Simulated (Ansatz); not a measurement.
A distorted cell of SiC (wurtzite):

```
SiC
1.0
    3.03553     0.00000     0.00000
   -1.51777     2.62885     0.00000
    0.00000     0.00000     5.18234
Si C
2 2
Direct
  0.66667   0.33333   0.00050
  0.33333   0.66667   0.50050
  0.66667   0.33333   0.62470
  0.33333   0.66667   0.12470
```

Method: r2SCAN (plane waves to 500 eV, PAW, scalar-relativistic; Ansatz, a program for electronic structure). k mesh 12×12×7 (Γ-centred), Fermi-Dirac smearing 0.05 eV. E stands for the smeared free energy. Compression counts positive. As the atoms are clamped, bonds stretch with the cell, which overstates energies and stresses. SiC was relaxed with its symmetry unable to fall. The PAW data are Ansatz's earlier set.

**Question.** What is the stress tensor (GPa)?

**Answer.** 
```
    8.0      0.0      0.0
    0.0      8.0      0.0
    0.0      0.0    -14.2
```
The pressure, a third of the trace, is 0.6 GPa.

**Question.** It is the relaxed cell deformed to V/V₀ = 1.000, (c/a)/(c/a)₀ = 1.040, c along z, fractional positions held. What is its energy relative to the relaxed cell?

**Answer.** 18.9 meV/atom.

(Under strain, the slope of the energy per volume gives the stress and its curvature an elastic modulus.)
